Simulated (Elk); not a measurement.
An Elk run on Gd with settings drawn from a wide range, so not all are converged; totals and levels move with the basis, and no second program has checked them. Method: DFT, LDA (Perdew-Zunger), all-electron APW+lo, Dirac cores, scalar-relativistic bands with second-variational spin-orbit coupling in Elk 11.2.3 with local patches. Elk's input is in atomic units.

Command: `OMP_NUM_THREADS=1 elk`

```
tasks
  0
  110
  115
  15

xctype
  2

rgkmax
  7

gmaxvr
  10

lmaxapw
  12

lmaxo
  6

lmaxi
  4

nrmtscf
  2

nempty
  4

epspot
  1e-07

epsengy
  0.0001

maxscl
  60

swidth
  0.008

stype
  1

lradstp
  4

mixtype
  3

hmaxvr
  4

nxlo
  2

reducebf
  0.5

spinpol
  .true.

cmagz
  .true.

tforce
  .true.

lorbcnd
  .true.

spinorb
  .true.

spincore
  .true.

sppath
  './'

avec
  6.87104418914 0.00000000000 0.00000000000
  -3.43552209457 5.95049881840 0.00000000000
  0.00000000000 0.00000000000 10.92753028826

atoms
  1
  'Gd.in'
  2
  0.333333333300 0.666666666700 0.250000000000   0.000 0.000 -1.000
  0.666666666700 0.333333333300 0.750000000000   0.000 0.000 -1.000

ngridk
  5 5 3
```

Muffin-tin radii in the species files: Gd 2.66 bohr.

The cell comes from COD entry 9010991, which wasn't checked; take it as a given geometry.

Q: What does the run give?

A: It refused before any iteration.
```
Error(init0): requested spin-polarised run with spin-unpolarised
 exchange-correlation functional
```
